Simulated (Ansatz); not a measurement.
ZnS:
```
ZnS
1.0
    0.00000     2.64836     2.64836
    2.64836     0.00000     2.64836
    2.64836     2.64836     0.00000
S Zn
1 1
Direct
  0.75000   0.75000   0.75000
  0.00000   0.00000   0.00000
```

x, y and z are the axes in which the lattice vectors are written.

Give the high-frequency dielectric tensor and the Born effective charge tensors of the independent atoms from DFPT, DFT-LDA in the program Ansatz with PAW potentials.


ε∞:
```
6.18  0.00  0.00
0.00  6.18  0.00
0.00  0.00  6.18
```
Z* of atom 1 (S), rows: field, columns: displacement, in e:
```
-1.90   0.00   0.00
 0.00  -1.90   0.00
 0.00   0.00  -1.90
```
Z* of atom 2 (Zn), rows: field, columns: displacement, in e:
```
1.90  0.00  0.00
0.00  1.90  0.00
0.00  0.00  1.90
```

Space group F-43m (zinc blende). The LDA relaxation kept the symmetry of its start.

Potentials: the later of the program's two PAW sets.
